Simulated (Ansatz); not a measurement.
The elements of this relaxed trial crystal are hidden behind letters.

```
lattice vectors (Å)
   5.0107    0.0000    0.0000
  -2.5053    4.3394    0.0000
   0.0000    0.0000    3.1386
fractional positions
X 0.3333 0.6667 0.0000
X 0.6667 0.3333 0.0000
Z 0.0000 0.0000 0.0000
```

Computed with DFT PBE, scalar-relativistic, plane waves, PAW in Ansatz 0.2.0. The final run on the 3-atom cell used 420 eV, a Γ-centred 12×12×14 mesh, 0.10 eV smearing and no spin polarisation.

| Quantity | Value |
| --- | --- |
| Space group | P6/mmm (No. 191) |
| Conventional cell | a = 5.011 Å, c = 3.139 Å |
| Volume per atom | 22.75 Å³ |
| Density | 6.24 g/cm³ |
| Energy over the elements | −0.68 eV/atom |
| Gap on the 12×12×14 mesh of the 3-atom cell | 0 eV (a metal) |

Energies are uncorrected and count from the elements' standard states at the same level.

Problem. X is a p-block element of period 5 and Z is a p-block element of period 2. Which elements are they?

Solution. X = Sn, Z = F, so the formula is Sn2F. Density times volume gives a mean mass of 6.24 × 22.75/1.6605 = 85.5 u per atom, and this set has 85.5 u. Among the elements that the hints allow, noble gases aside, only these give it. Around Sn lie 3 Sn at 2.89 Å, 3 F at 2.89 Å and 2 Sn at 3.14 Å; F is surrounded by 6 Sn at 2.89 Å and 2 F at 3.14 Å (long against covalent radii, as for large ions).

An odd number of electrons in the primitive cell allows no gap without spin; a larger cell or a magnetic state could open one. A structure relaxed within its symmetry needn't be a true minimum. Another cell of Sn2F relaxed alike, in P6_3/mmc, lies 119 meV/atom lower, so this cell isn't the stable form at this level.
